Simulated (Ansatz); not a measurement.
An Ansatz (a first-principles code) run. Input:

Ansatz 0.2 input:
```yaml
crystal:
  lattice:
    - [2.5684520106, 1.4828964597, 4.628692341]
    - [-2.5684520106, 1.4828964597, 4.628692341]
    - [0.0, -2.9657929194, 4.628692341]
  atoms:
    - { symbol: Li, position: [0.718792081, 0.718792081, 0.718792081] }
    - { symbol: Li, position: [0.218792081, 0.218792081, 0.218792081] }
    - { symbol: Nb, position: [0.0007329856, 0.0007329856, 0.0007329856] }
    - { symbol: Nb, position: [0.5007329856, 0.5007329856, 0.5007329856] }
    - { symbol: O, position: [0.6388798086, 0.8931367179, 0.2813584069] }
    - { symbol: O, position: [0.8931367179, 0.2813584069, 0.6388798086] }
    - { symbol: O, position: [0.2813584069, 0.6388798086, 0.8931367179] }
    - { symbol: O, position: [0.1388798086, 0.7813584069, 0.3931367179] }
    - { symbol: O, position: [0.3931367179, 0.1388798086, 0.7813584069] }
    - { symbol: O, position: [0.7813584069, 0.3931367179, 0.1388798086] }
kpoints:
  mp_grid: { grid: [4, 4, 4] }
hamiltonian:
  xc: hse06
  pseudopotentials: { azcp: { folder: ./paw }, kind: paw }
scf:
  n_extra_bands: 10
  occupations: { method: fixed }
output:
  eigenvalues: true
  eigenstates:
    e_range: [-9.0, 14.0]
    kpoints:
      - [0.145833, 0.145833, 0.145833]  # VBM
      - [0.0, 0.380208, -0.380208]  # CBM
      - [0.0, 0.0, 0.0]  # GAMMA
      - [0.5, 0.5, 0.5]  # T
      - [0.5, 0.0, 0.0]  # L
      - [0.5, 0.0, 0.5]  # F
      - [0.3675457515, -0.3675457515, 0.0]  # S_0
      - [0.6324542485, 0.0, 0.3675457515]  # S_2
      - [0.5, -0.235091503, 0.235091503]  # H_0
      - [0.764908497, 0.235091503, 0.5]  # H_2
```

Output (shortened):

```
Pseudopotential: Li, paw, valence charge 3
Pseudopotential: Nb, paw, valence charge 13
Pseudopotential: O, paw, valence charge 6
Functional definition: HSE06
davidson cushion auto → on  (no smearing: the cushion is to keep the highest requested band from converging to the state above it …
Crystal: 10 atoms, lattice volume = 105.777 Å³
Basis set: ecut = 420 eV, 2079 PW (Γ)
Bands: 44, of which v1, the nominal top of the filled ones, is band 34 counted from 1 (33 counted from 0)
Symmetry: 6 space group operations
Space group: R3c (ITA 161), of the structure as read, at distance tolerance 4.7e-5 Å
k-points: 13 of 64 (time reversal used)
SCF iter   1: F=—  HF=-12931.208554 eV  |F-HF|=—  |Δ(HF+E_count)|=         —  Δρ=9.52e-2  dr2=1.01e1  ethr=1.00e-1  ⟨swp⟩=4.1  Hψ=1752  notcnv=0
preconditioner: auto → none
SCF iter   2: F=—  HF=-12931.522010 eV  |F-HF|=—  |Δ(HF+E_count)|=   3.13e-1  Δρ=1.08e-1  dr2=1.14e1  ethr=1.49e-2  ⟨swp⟩=3.6  Hψ=1650  notcnv=0  defer=2
iter 3 solved again at ethr=7.62e-4 eV; its pass at ethr=1.49e-2 eV (dr2=5.18e-1 eV) is discarded
SCF iter   3: F=—  HF=-12929.515297 eV  |F-HF|=—  |Δ(HF+E_count)|=    2.01e0  Δρ=2.75e-2  dr2=5.59e-1  ethr=7.62e-4  ⟨swp⟩=3.1  Hψ=2762  notcnv=0
SCF iter   4: F=—  HF=-12929.544019 eV  |F-HF|=—  |Δ(HF+E_count)|=   2.87e-2  Δρ=4.81e-3  dr2=2.74e-2  ethr=7.62e-4  ⟨swp⟩=3.0  Hψ=1346  notcnv=0
SCF iter   5: F=—  HF=-12929.544557 eV  |F-HF|=—  |Δ(HF+E_count)|=   5.38e-4  Δρ=2.03e-3  dr2=5.32e-3  ethr=4.03e-5  ⟨swp⟩=3.0  Hψ=1371  notcnv=0
SCF iter   6: F=-12929.543733 eV  HF=-12929.544089 eV  |F-HF|=3.56e-4  |Δ(HF+E_count)|=   4.68e-4  Δρ=5.47e-4  dr2=4.48e-4  ethr=7.82e-6  ⟨swp⟩=3.0  Hψ=1417  notcnv=0
SCF 1 stopped early in 6 iterations: F = -12929.543733 eV  dr2 = 4.48e-4
Crystal: 10 atoms, lattice volume = 105.777 Å³
Exchange kernel: α = 0.2500, screened, ω = 0.2079 Å⁻¹, Wigner–Seitz truncation, v(0) = 1045.3526 eV·Å³, q-mesh 4×4×4, nearest image of the exchange supercell L …
Frozen-core exchange: fock
SCF iter   1: F=—  HF=-12932.823617 eV  |F-HF|=—  |Δ(HF+E_count)|=         —  Δρ=1.92e-2  dr2=6.92e-1  ethr=6.59e-6  ⟨swp⟩=6.6  Hψ=2687  notcnv=0
preconditioner: auto → none
SCF iter   2: F=—  HF=-12932.639100 eV  |F-HF|=—  |Δ(HF+E_count)|=   1.85e-1  Δρ=4.05e-3  dr2=2.79e-2  ethr=6.59e-6  ⟨swp⟩=5.0  Hψ=2366  notcnv=0
SCF iter   3: F=—  HF=-12932.667533 eV  |F-HF|=—  |Δ(HF+E_count)|=   2.84e-2  Δρ=2.09e-3  dr2=6.80e-3  ethr=6.59e-6  ⟨swp⟩=4.0  Hψ=1833  notcnv=0
SCF iter   4: F=—  HF=-12932.665842 eV  |F-HF|=—  |Δ(HF+E_count)|=   1.69e-3  Δρ=3.97e-4  dr2=1.42e-4  ethr=6.59e-6  ⟨swp⟩=3.0  Hψ=1392  notcnv=0
SCF iter   5: F=—  HF=-12932.666573 eV  |F-HF|=—  |Δ(HF+E_count)|=   7.31e-4  Δρ=5.62e-4  dr2=3.32e-4  ethr=1.04e-7  ⟨swp⟩=4.0  Hψ=2057  notcnv=0
SCF iter   6: F=-12932.666476 eV  HF=-12932.666492 eV  |F-HF|=1.69e-5  |Δ(HF+E_count)|=   8.04e-5  Δρ=1.14e-4  dr2=2.08e-5  ethr=1.04e-7  ⟨swp⟩=3.1  Hψ=1717  notcnv=0
SCF 2 stopped early in 6 iterations: F = -12932.666476 eV  dr2 = 2.08e-5
hybrid outer 1: dexx = +3.779e-2 eV, tail = 9.42e-5 eV
Crystal: 10 atoms, lattice volume = 105.777 Å³
Exchange kernel: α = 0.2500, screened, ω = 0.2079 Å⁻¹, Wigner–Seitz truncation, v(0) = 1045.3526 eV·Å³, q-mesh 4×4×4, nearest image of the exchange supercell L …
Frozen-core exchange: fock
SCF iter   1: F=—  HF=-12932.666084 eV  |F-HF|=—  |Δ(HF+E_count)|=         —  Δρ=7.46e-5  dr2=4.07e-6  ethr=6.93e-7  ⟨swp⟩=3.0  Hψ=1283  notcnv=0
preconditioner: auto → none
iter 2 solved again at ethr=3.94e-10 eV; its pass at ethr=5.31e-9 eV (dr2=2.68e-7 eV) is discarded
SCF iter   2: F=—  HF=-12932.666084 eV  |F-HF|=—  |Δ(HF+E_count)|=   6.70e-7  Δρ=2.08e-5  dr2=4.15e-7  ethr=3.94e-10  ⟨swp⟩=2.0  Hψ=3098  notcnv=0
SCF iter   3: F=—  HF=-12932.666086 eV  |F-HF|=—  |Δ(HF+E_count)|=   1.76e-6  Δρ=3.03e-5  dr2=1.34e-6  ethr=3.91e-10  ⟨swp⟩=4.6  Hψ=1976  notcnv=0
SCF iter   4: F=-12932.666086 eV  HF=-12932.666086 eV  |F-HF|=1.24e-8  |Δ(HF+E_count)|=   3.52e-7  Δρ=3.13e-6  dr2=1.82e-8  ethr=3.91e-10  ⟨swp⟩=3.3  Hψ=1735  notcnv=0
SCF 3 converged in 4 iterations: F = -12932.666086 eV  dr2 = 1.82e-8
hybrid outer 2: dexx = +1.473e-6 eV, tail = 5.09e-8 eV, Δε = 4.09e-3 eV (about 1.10e-4 eV left of the loop's levels)
NSCF: frozen V_eff on 10 k-points
hybrid SCF converged: 2 outer / 10 inner (+6 warm-up), last move |dexx| = 1.47e-6 eV, tail = 5.09e-8 eV
Stability not checked (fock_operator)
Free energy (F): -12932.666086 eV
Frozen-core exchange: fock
Harris-Foulkes:  -12932.666086 eV  (|F-HF|=1.24e-8)
Internal energy: -12932.666086 eV  (E = F + TS)
E sigma→0 (E₀):  -12932.666086 eV
Fermi energy:    6.159819 eV
--- Per-component energies (eV) ---
  E_band       = -667.188037
  E_kinetic    = 1797.621972
  E_local      = -4150.388023  (includes V_loc(G=0)·N_el)
  E_nonlocal   = 440.419025
  E_hartree    = 1442.806118
  E_xc         = -627.958285
  E_vxc        = -777.250573  (∫ρ·V_xc dr)
  E_exx        = -212.130000  (= α·E_x^exact, valence–valence)
  E_paw        = -7129.283510  (= ΣΔE_a)
  E_vpaw       = -438.950326  (= ΣTr[D̂ρ^β])
  E_aug_tail   = 0.005245  (compensation charges beyond the density's cutoff)
  E_ewald      = -4492.763518
  E_core_change = -0.995110  (= ΣΔE_core)
  E_smearing   =  0.000000  (= −TS)
  E_closure    =  0.000000  (closes the sum)
  Σ components = -12932.666086   (vs F -12932.666086, Δ=0.00e0)
  [band-id]    e_kinetic+e_local+e_nonlocal+2·e_hartree+e_vxc+2·e_exx+e_vpaw+e_augmentation_tail = -667.190444   (vs E_band -667.188037, Δ=-2.41e-3)
--- Band table (eV; the first three rows and the last of 13) ---
  k-point 0: bands = ["-51.2849", "-51.2678", "-38.8170", "-38.8140", "-26.2150", "-26.2150", "-26.1158", "-26.0302", "-26.0302", "-25.8951", "-12.4130", "-11.6940", "-11.6940", "-10.7172", "-10.4757", "-10.4757", "1.3954", "1.3954", "1.6104", "1.7084", …
  k-point 1: bands = ["-51.2824", "-51.2703", "-38.8166", "-38.8145", "-26.1922", "-26.1893", "-26.0832", "-26.0610", "-26.0587", "-25.9275", "-12.1518", "-11.5497", "-11.5444", "-10.8916", "-10.7270", "-10.6798", "1.3515", "1.5101", "1.9288", "2.1872", …
  k-point 2: bands = ["-51.2763", "-51.2763", "-38.8156", "-38.8156", "-26.1307", "-26.1307", "-26.1253", "-26.1253", "-26.0053", "-26.0053", "-11.5282", "-11.5282", "-11.1883", "-11.1883", "-11.0930", "-11.0930", "1.8555", "1.8555", "2.1473", "2.1473", …
  k-point 12: bands = ["-51.2764", "-51.2764", "-38.8156", "-38.8156", "-26.1243", "-26.1243", "-26.1243", "-26.1243", "-26.0094", "-26.0094", "-11.6087", "-11.6087", "-11.1149", "-11.1149", "-11.1149", "-11.1149", "2.4092", "2.4092", "2.4092", "2.4092", …
```

Cost: around 3 core-minutes (rough) on shared cores.

The points marked VBM and CBM come from a semilocal run.

The r²SCAN relaxation kept the symmetry of its start. No spin polarisation was allowed. Spin–orbit coupling is left out wherever it is not named.

Potentials: the earlier of the program's two PAW sets. The files were generated under PBE; for other functionals the program regenerates the frozen cores, and for LDA and PBEsol the local potential too.

Ansatz is a plane-wave DFT program.
